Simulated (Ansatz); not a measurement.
The end point of a relaxation of TiAl3. All values below come from PBEsol (plane waves to 420 eV, PAW, scalar-relativistic; Ansatz, a first-principles code).

```xyz
4
Lattice="3.9487 0.0000 0.0000 0.0000 3.9487 0.0000 0.0000 0.0000 3.9487" Properties=species:S:1:pos:R:3 pbc="T T T"
Ti     1.9744     1.9744     1.9744
Al     1.9744     0.0000     0.0000
Al     0.0000     1.9744     0.0000
Al     0.0000     0.0000     1.9744
```

Find the space group and the Wyckoff positions (tolerance 0.01 Å).

Space group Pm-3m (No. 221); a = b = c = 3.949 Å, α = β = γ = 90.00°

```csv
atom,site,symmetry,x,y,z
Ti,1b,m-3m,0.5000,0.5000,0.5000
Al,3d,4/mm.m,0.0000,0.0000,0.5000
```

This is the Cu3Au type.

Give the shortest distances between elements (the closest pairs, up to four, under 3.6 Å).

Al–Ti 2.79 Å; Al–Al 2.79 Å.

| Quantity | Value |
|---|---|
| Volume per atom | 15.39 Å³ |
| Band gap | zero (metallic) |

No spin polarisation in the result.

The run could not lose the symmetry of its start.

The first start was generated by placing the elements on the sites of a structure type. Materials Project lists a structure of TiAl3 in the same space group, Pm-3m (No. 221); the sites were not compared with it, nor with measured phases. Known forms of TiAl3 include space group No. 139.
